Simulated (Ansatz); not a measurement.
# Computed properties of HfB

```yaml
crystal:
  lattice:
    - [0.00000, 2.31000, 2.31000]
    - [2.31000, 0.00000, 2.31000]
    - [2.31000, 2.31000, 0.00000]
  atoms:
    - { symbol: Hf, position: [0.50000, 0.50000, 0.50000] }
    - { symbol: B, position: [0.00000, 0.00000, 0.00000] }
```

Atoms are numbered in the order listed.

The geometry is COD entry 1511179, unchecked; take it as a test cell.

Spin polarisation is left out, and whether a magnetic state lies lower isn't shown here.

No spin–orbit coupling, which matters for the heavy atoms here.

Methods: DFT, LDA, all-electron LAPW, scalar-relativistic (Ansatz 0.2.0); DFT, LDA, PAW with Ansatz's default frozen-core files, scalar-relativistic (Ansatz 0.2.0).

For LAPW: a Γ-centred 15×15×15 k mesh, Fermi–Dirac smearing of 0.05 eV, basis error target 0.25 meV/atom, no spin polarisation. PAW takes a cutoff of 420 eV at this cell (files made with PBE, cores remade for this functional). The Ansatz runs share mesh, smearing and spin set-up. Values come from LAPW unless marked.

```json
{"Pressure at this cell": "18.26 GPa", "Band gap": "none: with an odd electron count and no spin polarisation the bands can't all be full, a metal in this set-up (spin order or a larger cell could open a gap)", "Density of states at the Fermi level (0.2 eV bin)": "0.97 states/eV per cell", "Löwdin charges (with 0.02 e of the cell spilling out of the atomic basis, so their sizes and signs hang on that basis)": "Hf1 0.52, B2 -0.50 e", "Bader charges (from the PAW run)": "Hf1 +1.40, B2 -1.40 e", "Volume per atom": "12.33 Å³"}
```
